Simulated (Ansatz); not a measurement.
CaMg$_{2}$Bi$_{2}$:
```yaml
crystal:
  lattice:
    - [4.73541, 0.00000, 0.00000]
    - [-2.36770, 4.10098, 0.00000]
    - [0.00000, 0.00000, 7.59428]
  atoms:
    - { symbol: Ca, position: [0.00000, 0.00000, 0.00000] }
    - { symbol: Mg, position: [0.66667, 0.33333, 0.37106] }
    - { symbol: Mg, position: [0.33333, 0.66667, 0.62894] }
    - { symbol: Bi, position: [0.33333, 0.66667, 0.23700] }
    - { symbol: Bi, position: [0.66667, 0.33333, 0.76300] }
```

The program Ansatz at the PBEsol level (PAW) gives a gap of 0.51 eV without spin–orbit coupling, maximum at Γ, minimum at Γ.

Question: What happens when spin–orbit coupling is switched on?

Answer: The gap drops by 0.50 eV, to 0.01 eV; maximum at Γ, minimum at Γ.

Space group P-3m1. The workflow started from a Materials Project entry (that database holds measured and hypothetical structures alike); the Crystallography Open Database files this formula in space group No. 164, but the cells were not matched. Whether it is the stable phase at ambient conditions was not checked. The cell was relaxed with PBEsol under the symmetry of its start; its stability against distortions is not shown here.

Potentials: the later of the program's two PAW sets.
